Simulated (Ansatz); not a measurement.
Starting cell, CdSe (wurtzite):

```
CELL_PARAMETERS angstrom
      4.38272     0.00000     0.00000
     -2.19136     3.79554     0.00000
      0.00000     0.00000     7.15447
ATOMIC_POSITIONS crystal
  Cd 0.66667 0.33333 0.00047
  Cd 0.33333 0.66667 0.50047
  Se 0.66667 0.33333 0.62473
  Se 0.33333 0.66667 0.12473
```

In each cell atom 4 (Se, nearest neighbour Cd at 2.682 Å; its periodic images, 4.4 Å or more away, move with it) moves by s·(0.000, 0.000, 1.000) (along Cartesian z), the rest being held.

Level of theory: PBE (plane waves to 420 eV, PAW, scalar-relativistic; Ansatz, a quantum-chemistry and plane-wave program). k mesh 7×7×4 (Γ-centred), Fermi-Dirac smearing 0.05 eV. Left out: 1 of 11 points, with atoms too close for the PAW data. F∥ is the force on the atom along that direction. CdSe was relaxed with its symmetry unable to fall. 

| s (Å) | F∥ (eV/Å) |
|---|---|
| -0.800 | 1.274 |
| -0.640 | 1.383 |
| -0.480 | 1.379 |
| -0.320 | 1.192 |
| -0.160 | 0.759 |
| 0.000 | 0.001 |
| 0.160 | -1.233 |
| 0.320 | -3.228 |
| 0.480 | -6.531 |
| 0.640 | -12.150 |

Task: What is the force constant k = d²E/ds² of this move at s = 0?

Result: 6.00 eV/Å². The forces along the line at the two nearest points give (0.759 − (-1.233)) / (2·0.160) = 6.22 eV/Å²; the next pair corrects for the finite step.

(A displaced cell: forces are minus the slopes of the energy, force constants its curvatures, and phonons follow from these.)
